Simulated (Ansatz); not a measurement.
LaB₆:
```yaml
crystal:
  lattice:
    - [4.15461, 0.00000, 0.00000]
    - [0.00000, 4.15461, 0.00000]
    - [0.00000, 0.00000, 4.15461]
  atoms:
    - { symbol: La, position: [0.00000, 0.00000, 0.00000] }
    - { symbol: B, position: [0.80017, 0.50000, 0.50000] }
    - { symbol: B, position: [0.19983, 0.50000, 0.50000] }
    - { symbol: B, position: [0.50000, 0.80017, 0.50000] }
    - { symbol: B, position: [0.50000, 0.19983, 0.50000] }
    - { symbol: B, position: [0.50000, 0.50000, 0.80017] }
    - { symbol: B, position: [0.50000, 0.50000, 0.19983] }
```

Relaxed with PBE. Special points in fractions of this cell's reciprocal vectors: Γ (0.000, 0.000, 0.000); X (0.000, 0.500, 0.000); M (0.500, 0.500, 0.000); R (0.500, 0.500, 0.500).

List the band energies nearest the Fermi level at these points for PBE with spin–orbit coupling (plane waves, PAW; program Ansatz).

In eV from the Fermi level; about four levels below and three above (degenerate sets whole), none deeper than 8.9 eV; points with the same levels are listed once.

```
k                                below                          above
-  -----------------------------------  -----------------------------
Γ  -1.91 -1.91 -1.91 -1.91 -1.89 -1.89  0.16 0.16 0.18 0.18 0.18 0.18
X              -2.51 -2.51 -1.52 -1.52            1.39 1.39 1.51 1.51
M              -2.93 -2.93 -2.93 -2.93            0.94 0.94 1.01 1.01
R  -2.44 -2.44 -2.44 -2.44 -2.44 -2.44  1.38 1.38 1.58 1.58 1.58 1.58
```

Space group Pm-3m. Symmetry was held in the PBE relaxation.

Potentials: the earlier of the program's two PAW sets.
